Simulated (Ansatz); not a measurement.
AlNi:
```yaml
crystal:
  lattice:
    - [0.00000, 2.40249, 2.40249]
    - [2.40249, 0.00000, 2.40249]
    - [2.40249, 2.40249, 0.00000]
  atoms:
    - { symbol: Ni, position: [0.00000, 0.00000, 0.00000] }
    - { symbol: Al, position: [0.50000, 0.50000, 0.50000] }
```

Relaxed with r²SCAN. Special points in fractions of this cell's reciprocal vectors: Γ (0.000, 0.000, 0.000); X (0.500, 0.000, 0.500); U (0.625, 0.250, 0.625); K (0.375, 0.375, 0.750); L (0.500, 0.500, 0.500); W (0.500, 0.250, 0.750).

### Question
List the band energies nearest the Fermi level at these points for plane-wave PAW r²SCAN (Ansatz code).

### Answer
In eV from the Fermi level; about four levels below and three above (degenerate sets whole), none deeper than 8.9 eV; … stands for higher levels left out; points with the same levels are listed once.

```json
[
 {"k": "Γ", "below": "-2.21 -2.21 -2.21 -2.07 -2.07", "above": "7.39 7.39 7.39"},
 {"k": "X", "below": "-1.74 -1.32 -1.32 -0.18", "above": "1.82 1.82 …"},
 {"k": "U", "below": "-2.13 -1.42 -1.05 -0.69", "above": "0.22 3.16 …"},
 {"k": "L", "below": "-2.62 -2.62 -1.47 -1.47 -0.81", "above": "7.06 7.06 …"},
 {"k": "W", "below": "-1.32 -0.61 -0.28 -0.28", "above": "0.98 …"}
]
```

Space group Fm-3m (rock salt). The start of the workflow was typed in or built on a structure type; neither database checked (COD, Materials Project) lists it. It is not the phase usual at ambient conditions (space group No. 221). The r²SCAN relaxation kept the symmetry of its start. At this level the phase is mechanically unstable. The workflow began spin-polarised and lost its moments.

Potentials: the earlier of the program's two PAW sets.
